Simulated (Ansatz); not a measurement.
Consider the following.

HfO2:
```cif
data_Hf2O4
_chemical_formula_sum 'Hf2 O4'
_space_group_name_H-M_alt 'P 1'
_space_group_IT_number 1
_cell_length_a 4.78957
_cell_length_b 4.78957
_cell_length_c 3.18606
_cell_angle_alpha 90.000
_cell_angle_beta 90.000
_cell_angle_gamma 90.000
loop_
_space_group_symop_operation_xyz
  'x, y, z'
loop_
_atom_site_label
_atom_site_type_symbol
_atom_site_fract_x
_atom_site_fract_y
_atom_site_fract_z
_atom_site_occupancy
Hf1 Hf 0.00000 0.00000 0.00000 1
Hf2 Hf 0.50000 0.50000 0.50000 1
O1 O 0.19511 0.80489 0.50000 1
O2 O 0.80489 0.19511 0.50000 1
O3 O 0.69511 0.69511 0.00000 1
O4 O 0.30489 0.30489 0.00000 1
```

This is the LDA-relaxed structure.

Task: All from the program Ansatz at the LDA level (PAW), unless another level is named. Give the Born charges (a third of the trace).

Result: Hf +5.68, O -2.84 e.

Task: Next, the electronic dielectric constant ε∞ (DFPT)?

Result: 4.63 (xx = yy), 5.23 (zz).

Task: What about the static dielectric constant ε0 (ions relaxed, cell fixed)?

Result: 26.5 (xx = yy), 29.7 (zz).

Space group P4_2/mnm (rutile). The workflow started from a Materials Project entry (that database holds measured and hypothetical structures alike); the Crystallography Open Database copy checked does not list it. It is not the phase usual at ambient conditions (space group No. 14, 29). The cell was relaxed with LDA under the symmetry of its start; its stability against distortions is not shown here. No spin polarisation was allowed. Spin–orbit coupling is left out wherever it is not named.

Potentials: the earlier of the program's two PAW sets. The files were generated under PBE; for other functionals the program regenerates the frozen cores, and for LDA and PBEsol the local potential too.
